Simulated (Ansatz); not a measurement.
Strain response of Cu$_{3}$Pd

The calculation used DFT PBEsol, scalar-relativistic, plane waves, PAW in Ansatz 0.2.0. Run with 420 eV cutoff, 14×14×14 k-mesh, Gaussian smearing of 0.10 eV, no spin polarisation.

The relaxed crystal:

```
CELL_PARAMETERS angstrom
3.65380 0.00000 0.00000
0.00000 3.65380 0.00000
0.00000 0.00000 3.65380
ATOMIC_POSITIONS crystal
Cu 0.00000 0.50000 0.50000
Cu 0.50000 0.00000 0.50000
Cu 0.50000 0.50000 0.00000
Pd 0.00000 0.00000 0.00000
```

Deformation: all cell vectors scaled alike, the atoms relaxed, all within the symmetry that the strain leaves. Energies are extrapolated to zero smearing. Stress is positive in compression, on the Cartesian axes of the cell above.

Strains computed: -6.0, -4.0, -2.0, +2.0, +4.0, +6.0 %.

Problem. At which strain does the energy stand 26.8 meV/atom over the relaxed crystal with σxx = 12.66, σyy = 12.66, σzz = 12.66 GPa?

Solution. -2.0 %.